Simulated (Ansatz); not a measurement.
Consider the following.

CuAu:
```cif
data_AuCu
_chemical_formula_sum 'Cu1 Au1'
_space_group_name_H-M_alt 'P4/mmm'
_space_group_IT_number 123
_space_group_name_Hall '-P 4 2'
_cell_length_a 2.76518
_cell_length_b 2.76518
_cell_length_c 3.60299
_cell_angle_alpha 90.000
_cell_angle_beta 90.000
_cell_angle_gamma 90.000
loop_
_atom_site_label
_atom_site_type_symbol
_atom_site_symmetry_multiplicity
_atom_site_Wyckoff_symbol
_atom_site_fract_x
_atom_site_fract_y
_atom_site_fract_z
_atom_site_occupancy
Cu1 Cu 1 d 0.50000 0.50000 0.50000 1
Au1 Au 1 a 0.00000 0.00000 0.00000 1
```

This is the LDA-relaxed structure.

### Question
All from the program Ansatz at the LDA level (PAW), unless another level is named. Estimate the density of states at the Fermi level.

### Answer
0.28 states/eV per atom (mean over ±0.08 eV).

### Question
What about the formation energy from the elements (no fitted shifts)?

### Answer
-0.053 eV/atom.

The cell was relaxed with LDA under the symmetry of its start; of distortions, only those at the zone centre were tested. The run is not spin-polarised. The references are the lowest solids computed at this level, not always the standard phases. Scalar-relativistic: spin–orbit coupling is off unless named, which matters more the heavier the elements.

Potentials: the earlier of the program's two PAW sets.
